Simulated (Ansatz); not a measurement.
Values for one crystal, relaxed and computed with PBEsol in the plane-wave PAW code Ansatz; other levels are named.

| Item | Value |
|---|---|
| Volume per atom | 33.89 Å³ |
| Electronic character | metallic (no gap) |
| Density of states at the Fermi level | 1.5 states/eV per atom (mean over ±0.08 eV) |
| Pressure derivative B′ | 2.9 |
| Hill bulk and shear moduli | 26.9 and 18.8 GPa |
| Mechanical stability | stable (all eigenvalues of C positive) |
| Elastic constants (relaxed ions, GPa) | C11 = 55.0, C12 = 17.2, C13 = 9.1, C33 = 61.4, C44 = 15.7 |

Which compound is it?
A. Mg, hcp (Mg type)
B. Re, hcp (Mg type)
C. La, dhcp (α-La type)
D. Hf, hcp (Mg type)

C, La, dhcp (α-La type)

Space group P6_3/mmc (dhcp (α-La type)). The PBEsol relaxation kept the symmetry of its start. As this level gives no gap, shear constants depend on the k-mesh and smearing (Fermi–Dirac, 0.1 eV here). Spin–orbit coupling is left out wherever it is not named.

Potentials: the later of the program's two PAW sets.
